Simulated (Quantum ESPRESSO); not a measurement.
# Planted mistakes on one cell of InMgAl4Ga2P7S

The results below are calculated, not measured. They come from pw.x of Quantum ESPRESSO 7.5, a plane-wave density functional program, with PseudoDojo standard norm-conserving files (v0.5 for PBE, v0.4.1 for LDA and PBEsol). The cells are made up: elements, strain and atom displacements were drawn at random, and nothing was relaxed. There is no spin polarisation, spin-orbit coupling or dispersion term.

The cell has 16 sites of a zincblende or diamond lattice (two cubes along c). Sites 1 to 8 hold In Mg Al Al Ga Al Ga Al; sites 9 to 16 hold P P P P P P P S. Cell vectors in Å: (5.816, 0.005, 0.014); (0.005, 5.686, 0.012); (0.029, 0.023, 11.296). Settings: PBE, cutoff 1143 eV, 4 x 4 x 2 k mesh shifted by half a step, Fermi-Dirac smearing of 0.025 eV.

The intended run has a self-consistency threshold of 1e-07 eV, a smearing term of 0.000 eV, a pressure of -2.93 GPa and 13 iterations. Each further run changes one thing: all lengths scaled by 0.9929; atoms of sites 2 and 15 exchanged; k mesh 2 x 2 x 2; one electron removed; threshold 0.2 eV. A coarse mesh keeps the shift, and a charged cell sits in a uniform background.

```
run  change of free energy (eV)  smearing term -TS (eV)  change of P (GPa)  largest change of a force component (eV/Å)  iterations
  A                       0.039                   0.000               0.33                                       0.509           5
  B                      -4.795                  -0.012              -4.15                                       0.381          14
  C                       0.158                   0.000               0.07                                       0.023          13
  D                       6.335                  -0.014               2.40                                       1.291          16
  E                      -0.114                   0.000               1.26                                       0.098          13
```

A rerun of the intended cell at 1437 eV and k mesh 6 x 6 x 4 moved values by no more than 0.011 eV in the cell's energy, 0.02 GPa in stress and 0.009 eV/Å in force.

Question: which change belongs to which run?

## Worked reading

Run A has the fewest iterations, as a run stopped early does. Run E changes the volume by a factor of 0.9789; minus its pressure change over the logarithm of that factor, 59 GPa, is a rough bulk modulus with clamped atoms. Energies from files of another functional, or of a charged cell, have another zero and say nothing on stability; the pressure of a charged cell rests on the program's zero of potential too.

## Key

| run | change |
| --- | --- |
| A | threshold 0.2 eV |
| B | one electron removed |
| C | k mesh 2 x 2 x 2 |
| D | atoms of sites 2 and 15 exchanged |
| E | all lengths scaled by 0.9929 |